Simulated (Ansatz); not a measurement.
One crystal and one scan (frozen-phonon scan) at two levels, r2SCAN (plane waves to 500 eV, PAW, scalar-relativistic; Ansatz, a first-principles code) and PBE (plane waves to 420 eV, PAW, scalar-relativistic; Ansatz), each from its own relaxed cell and on its own mesh. The cell shown is that of r2SCAN.

Relaxed Mg (hcp, Mg type):

```yaml
crystal:
  lattice:
    - [3.17453, 0.00000, 0.00000]
    - [-1.58726, 2.74922, 0.00000]
    - [0.00000, 0.00000, 5.18496]
  atoms:
    - { symbol: Mg, position: [0.33333, 0.66667, 0.75000] }
    - { symbol: Mg, position: [0.66667, 0.33333, 0.25000] }
```

The atoms are displaced by Q × the pattern below (from a DFPT mode at Γ, largest move 1; Q in Å), at fixed cell.

```json
[
 {"atom": "Mg1", "x": "0.000", "y": "0.000", "z": "-1.000"},
 {"atom": "Mg2", "x": "0.000", "y": "0.000", "z": "1.000"}
]
```

Mg was relaxed with its symmetry unable to fall. The PAW data are Ansatz's earlier set. With partly filled bands, energies and forces of such displacements shift with the k mesh and the smearing. Percentages come from the unrounded values. Both scans cover Q from -0.100 to 0.100 Å.

Results of r2SCAN:

| Item | Result |
|---|---|
| Lattice constant a (Å) | 3.175 |
| Lattice constant c (Å) | 5.185 |
| Relaxed volume (Å³/atom) | 22.63 |
| Energy at Q = 0.100 Å (meV/cell) | 61 |
| Harmonic wavenumber from the curvature (finite differences) (cm⁻¹ (negative: imaginary)) | 259 |
| Space group of the distorted cell | P-3m1 (No. 164), lowered from P6_3/mmc |
| Symmetry of the curve | even: the same for both signs |
| Shape of the curve | a single well with its minimum at or next to zero displacement |

Question: Estimate the PBE values.

Answer: 
```
quantity                                                                                    PBE     r2SCAN − PBE
----------------------------------------------------------------------------------------  -----  ---------------
Lattice constant a (Å)                                                                    3.186  -0.011 (-0.4 %)
Lattice constant c (Å)                                                                    5.223  -0.038 (-0.7 %)
Relaxed volume (Å³/atom)                                                                  22.96   -0.33 (-1.5 %)
Energy at Q = 0.100 Å (meV/cell)                                                             53       +8 (+15 %)
Harmonic wavenumber from the curvature (finite differences) (cm⁻¹ (negative: imaginary))    242       +17 (+7 %)
```

r2SCAN gives the higher value for: energy at Q = 0.100 Å; harmonic wavenumber from the curvature. r2SCAN gives the lower value for: lattice constant a; lattice constant c; relaxed volume. Both give the same space group of the distorted cell: P-3m1 (No. 164), lowered from P6_3/mmc. Neither level is exact: the differences show how much the result hangs on the functional.

(For displaced atoms, the force is minus the slope of the energy, and its curvature is a force constant, which sets phonon frequencies.)
